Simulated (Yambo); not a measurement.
# WO₃: sweep of GW parameters

G0W0@PBEsol for WO$_{3}$ (space group P4/nmm, No. 129) in Yambo. Reference settings: 2×2×4 Γ-centred k mesh, bands 3 to 217 and a 8 Ry block in the screening, 217 bands in G with the Bruneval-Gonze terminator, plasmon pole fitted at 27.2 eV. The PBEsol gap Z → Γ on this mesh is 0.58 eV; G0W0 gaps are taken between the same points.

```
change from the reference       G0W0 gap Z → Γ (eV)  shift of the valence edge (eV)        rough Yambo cost
------------------------------  -------------------  ------------------------------  ----------------------
reference settings                             1.71                           -0.22                       1
87 bands in W, 87 bands in G                   1.87                           -0.05               about 1/2
142 bands in W, 142 bands in G                 1.76                           -0.16  within a factor of two
87 bands in G                                  1.75                           -0.21                       –
142 bands in G                                 1.72                           -0.23                       –
105 bands in W                                 1.80                           -0.11  within a factor of two
2 Ry block                                     2.25                           -0.38  within a factor of two
3 Ry block                                     1.98                           -0.22  within a factor of two
7 Ry block                                     1.70                           -0.18  within a factor of two
pole fitted at 10 eV                           1.74                           -0.11                       –
no random integration                          1.70                           -0.12                       –
2×2×2 mesh                                     1.59                           -0.13               about 1/3
87 bands in G, no terminator                   1.80                            0.44                       –
142 bands in G, no terminator                  1.74                            0.15                       –
no terminator                                  1.70                           -0.01                       –
```

The reference isn't shown to be the converged limit. Costs are rough (shared machines), scaled to the same edge states, and given only for runs that recompute the screening.

Without spin-orbit coupling, band edges of such heavy elements can be off by tenths of an eV.

Geometry of the Materials Project entry, not relaxed at this level; primitive cell a = b = 5.325 Å, c = 3.944 Å, α = β = γ = 90.00°.

A shift is the quasiparticle energy of the state minus its PBEsol energy.
